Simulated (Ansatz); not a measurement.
Input and command of a plane-wave DFT calculation in Ansatz:

```yaml
crystal:
  lattice:
    - [-1.8741330039, 1.8741330039, 4.9172796637]
    - [1.8741330039, -1.8741330039, 4.9172796637]
    - [1.8741330039, 1.8741330039, -4.9172796637]
  atoms:
    - { symbol: Na, position: [0.0, 0.0, 0.0] }
    - { symbol: Li, position: [0.25, 0.75, 0.5] }
    - { symbol: Li, position: [0.75, 0.25, 0.5] }
    - { symbol: Cu, position: [0.626, 0.626, 0.0] }
    - { symbol: Cu, position: [0.374, 0.374, 0.0] }
basis:
  ecutwfc: 420
kpoints:
  mp_grid: { grid: [6, 6, 6] }
hamiltonian:
  xc: pbe
scf:
  occupations: { method: gaussian, width: 0.1 }
  lower_state_search: "off"
output:
  forces: true
  stress: true
  eigenvalues: true
```

```bash
ansatz run input.yaml --threads 1 --pin off --max-ram 2560MiB --backend cpu --events-out ev --progress --plain --runs-dir out
```

Processor: Arm Neoverse V2, 1 thread, on a host shared with other jobs.

How long does it run, and how much memory does it take?

About 3.7 s on 1 thread of Arm Neoverse V2, with other jobs on the host, peak memory 0.34 GiB. It solves 32 bands at 30 k points (the mesh reduced by symmetry) with about 1365 plane waves, in 8 SCF iterations.
